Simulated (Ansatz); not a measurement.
Method: r2SCAN, no spin polarisation; PAW, plane waves to 500 eV, 5×5×5 Γ-centred mesh, fermi-dirac occupations (width 0.1 eV) (Ansatz 0.2.0), atoms fixed.

Computed maps in the lattice plane spanned by b (left to right, 5.93 Å, 18 points from zero) and c (bottom to top, 5.93 Å, 18 points from zero), 60° apart, at height 0.250 along a. The fields are smooth PAW ones with compensation charges, not the true ones near nuclei.

Valence density. Digits on a logarithmic scale: 0 up to 0.03 e/Å³, each further digit a factor of 1.6, 9 from 1.3 e/Å³ up:
```
455543111235554555
568986310247897555
569999630147999855
469999852137999974
347999963125899995
324799974112589985
312467764111257775
211134442111123443
223322221111111122
246653100124432001
368997420246765311
369999841247998631
259999973247999963
237999995236999984
224899996314799995
312479986312479985
321235664211246665
433222332223334554
```

ELF. Ten even steps from '0' (0.01) to '9' (0.88):
```
015640000025631121
138997200058986112
148899720058988711
038758960028966861
017977972005886883
002899972000689996
100378872000058885
000014541000002552
001100000000000000
048862000012220000
289999500047776200
189999950058999720
069968992048978970
029986996017975994
005999998103897896
100599998100278885
000026884000013431
001000120001000110
```

**Question.** The cell is K₂NaRhF₆. Which atoms lie within 0.2 Å of this plane, and where (fractions of b and c)?

**Answer.** K at (0.25, 0.25), F at (0.77, 0.23), F at (0.77, 0.77), F at (0.23, 0.77). The whole cell:
```
CELL_PARAMETERS angstrom
0.00000 4.19470 4.19470
4.19470 0.00000 4.19470
4.19470 4.19470 0.00000
ATOMIC_POSITIONS crystal
Na 0.50000 0.50000 0.50000
Rh 0.00000 0.00000 0.00000
K 0.25000 0.25000 0.25000
K 0.75000 0.75000 0.75000
F 0.76600 0.23400 0.23400
F 0.23400 0.76600 0.23400
F 0.23400 0.76600 0.76600
F 0.76600 0.23400 0.76600
F 0.23400 0.23400 0.76600
F 0.76600 0.76600 0.23400
```

Origin: a known structure type with other elements, at an estimated volume, so it need not be a known compound.
